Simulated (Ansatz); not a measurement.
The cell below belongs to a search over invented structures; it isn't taken from experiment.

Input and command of a plane-wave DFT calculation in Ansatz:

```yaml
crystal:
  lattice:
    - [3.0374106902, -5.1594045616, 0.0147518593]
    - [3.0374106902, 5.1594045616, 0.0147518593]
    - [-0.2335914965, 0.0, 5.5585355854]
  atoms:
    - { symbol: Zn, position: [0.5143670051, 0.1599482883, 0.991872618] }
    - { symbol: Zn, position: [0.1599482883, 0.5143670051, 0.991872618] }
    - { symbol: Zn, position: [0.8339333504, 0.4940688884, 0.4976542568] }
    - { symbol: Zn, position: [0.4940688884, 0.8339333504, 0.4976542568] }
    - { symbol: Sn, position: [0.1847278058, 0.1847278058, 0.544878139] }
    - { symbol: Sn, position: [0.8300820475, 0.8300820475, 0.033248572] }
    - { symbol: O, position: [0.5528387747, 0.171146477, 0.6277321108] }
    - { symbol: O, position: [0.171146477, 0.5528387747, 0.6277321108] }
    - { symbol: O, position: [0.778404249, 0.778404249, 0.6429992286] }
    - { symbol: O, position: [0.8299550821, 0.4476062292, 0.1348891334] }
    - { symbol: O, position: [0.4476062292, 0.8299550821, 0.1348891334] }
    - { symbol: O, position: [0.2031337228, 0.2031337228, 0.9288791695] }
basis:
  ecutwfc: 420
kpoints:
  mp_grid: { grid: [6, 6, 6] }
hamiltonian:
  xc: pbe
scf:
  occupations: { method: fixed }
output:
  forces: true
  stress: true
  eigenvalues: true
relax:
  adjacent_minimum: "off"
  f_tol: 0.001
  max_steps: 60
  cell: { stress_tol: 0.01 }
```

```bash
ansatz run input.yaml --threads 3 --pin off --max-ram 7680MiB --backend cpu --events-out ev --progress --plain --runs-dir out
```

Processor: Intel(R) Xeon(R) Processor @ 2.70GHz, 3 threads, on a host shared with other jobs.

Question: Estimate time, memory and problem size.

Answer: About 3.6 min, peak memory 0.96 GiB. It solves 68 bands at 68 k points (after reduction by symmetry) with about 3389 plane waves (on the last cell), in 51 SCF iterations over 7 ionic steps.
